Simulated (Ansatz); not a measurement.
The start is a relaxed GaN cell deformed by the Cartesian strain tensor (xx, yy, zz, yz, xz, xy) = (0.066, 0.125, 0.035, -0.015, 0.087, 0.102). The cell and all atomic positions are relaxed at zero pressure with PBEsol (plane waves to 420 eV, PAW, scalar-relativistic; Ansatz, a program for electronic structure). The first steps use a coarse 7×8×3 k-mesh.

Starting cell:
```
CELL_PARAMETERS angstrom
      3.39138     0.32291     0.27678
     -1.41604     2.93812    -0.17972
      0.90298    -0.15569    10.74236
ATOMIC_POSITIONS crystal
  Ga 0.00000 0.00000 0.00049
  Ga 0.00000 0.00000 0.50049
  Ga 0.66667 0.33333 0.75021
  Ga 0.33333 0.66667 0.25021
  N  0.00000 0.00000 0.81254
  N  0.00000 0.00000 0.31254
  N  0.66667 0.33333 0.56238
  N  0.33333 0.66667 0.06238
```

By how much does the energy per atom fall from start to end?

0.48 eV/atom.

How does the volume per atom move from start to end?

-18.1 %, from 13.89 to 11.37 Å³/atom.

Is the parent structure recovered?

It relaxes back to the parent, P6₃mc (No. 186).

How do the shortest distances between atoms change?

The closest pairs of elements (up to four, under 3.6 Å), start → end: Ga–N 1.84 → 1.95 Å; Ga–Ga 3.00 → 3.18 Å; N–N 3.00 → 3.18 Å.

It ends as:

```cif
data_Ga4N4
_chemical_formula_sum 'Ga4 N4'
_space_group_name_H-M_alt 'P63mc'
_space_group_IT_number 186
_space_group_name_Hall 'P 6c -2c'
_cell_length_a 3.18135
_cell_length_b 3.18135
_cell_length_c 10.37884
_cell_angle_alpha 90.000
_cell_angle_beta 90.000
_cell_angle_gamma 120.000
loop_
_atom_site_label
_atom_site_type_symbol
_atom_site_symmetry_multiplicity
_atom_site_Wyckoff_symbol
_atom_site_fract_x
_atom_site_fract_y
_atom_site_fract_z
_atom_site_occupancy
Ga1 Ga 2 a 0.00000 0.00000 0.00049 1
Ga2 Ga 2 b 0.33333 0.66667 0.25022 1
N1 N 2 a 0.00000 0.00000 0.31254 1
N2 N 2 b 0.33333 0.66667 0.06238 1
```

Final values are on a 12×12×4 k-mesh of the relaxed cell. No spin polarisation in the result.

The first start was generated by placing the elements on the sites of a structure type. A measured structure of GaN has the same space group, P6₃mc (No. 186); the sites were not compared with it.
